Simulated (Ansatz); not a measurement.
All-electron LAPW in Ansatz 0.2.0 under PBEsol, scalar-relativistic, energies extrapolated to zero smearing. Slabs are 1×1 cells cut from bulk crystals relaxed on PAW files, with atoms then relaxed, 16 to 20 Å of vacuum, a dipole correction, k spacings of 0.16 to 0.26 Å⁻¹ and smearing of 0.02 to 0.1 eV, without spin–orbit coupling; Cr, Mn, Fe, Co, Ni, Eu and Gd start ferromagnetic, the others run without spin. The bulk type named needn't be the stable one, and no reconstruction is allowed.

```json
{"slab": "fcc Ni (110), 5 layers", "area (Å²)": "8.48", "γ (J/m²)": "2.72", "Φ (eV)": "4.66", "Δd12 (%)": "-10.9"}
{"slab": "fcc Cu (110), 4 layers", "area (Å²)": "8.98", "γ (J/m²)": "1.95", "Φ (eV)": "4.57", "Δd12 (%)": "?"}
{"slab": "bcc Mo (111), 5 layers", "area (Å²)": "16.96", "γ (J/m²)": "3.33", "Φ (eV)": "3.89", "Δd12 (%)": "?"}
{"slab": "diamond Ge (100), 6 layers", "area (Å²)": "16.11", "γ (J/m²)": "1.55", "Φ (eV)": "4.97", "Δd12 (%)": "0.0"}
{"slab": "fcc Au (100), 5 layers", "area (Å²)": "8.34", "γ (J/m²)": "1.21", "Φ (eV)": "5.18", "Δd12 (%)": "-1.9"}
{"slab": "bcc Mo (110), 5 layers", "area (Å²)": "6.92", "γ (J/m²)": "3.15", "Φ (eV)": "4.63", "Δd12 (%)": "-4.7"}
```

Task: Fill in "Δd12 (%)" for the row "bcc Mo (111), 5 layers".

Result: -21.8.

Task: What belongs in the row "fcc Cu (110), 4 layers", column "Δd12 (%)"?

Result: -12.1.
